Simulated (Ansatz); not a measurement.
## Compressing TaSi$_{2}$: a fit and a missing row

TaSi$_{2}$, P6_222, a = 4.761 Å, c = 6.556 Å. The structure is a COD entry; whether it is the stable form wasn't checked. Ansatz: PBEsol, PAW, 420 eV, Γ-centred 12×12×6 mesh on 9 atoms, Gaussian smearing 0.10 eV; no spin polarisation. Shape and atoms are relaxed at each volume; pressure is positive in compression.

```
V (Å³/atom) P (GPa)
     13.440    13.82
     13.869        ?
     14.298     0.01
     14.727    -5.41
     15.156   -10.01
```

Problem. Take V0 = 14.298 Å³/atom, count pressures from its P0 = 0.01 GPa, fit the third-order Birch–Murnaghan form to the other rows, and predict the missing pressure.

Solution. With the Eulerian strain f = ½[(V0/V)^(2/3) − 1] and y = (P − P0)/[3f(1 + 2f)^(5/2)], the form is the line y = B0 + 1.5 B0 (B0′ − 4) f. Rows (f, y): 0.02106, 197.2; -0.00976, 194.5; -0.01905, 193.2. Means f = -0.002583, y = 194.97; Σ(Δf)² = 0.0008817, ΣΔfΔy = 0.08524; the slope is their ratio. y = 195.2 + 96.69 f GPa, so B0 = 195.2 GPa and B0′ = 4 + 2 × (96.69)/(3 × 195.2) = 4.33. At V = 13.869, f = 0.01026, y = 196.19 and P = 6.36 GPa. The run gave 6.37 GPa, so the fit is 0.01 GPa too low, within twice the rms miss on the fitted rows (0.006 GPa).

Spin–orbit coupling is left out, which can shift energies with elements as heavy as these.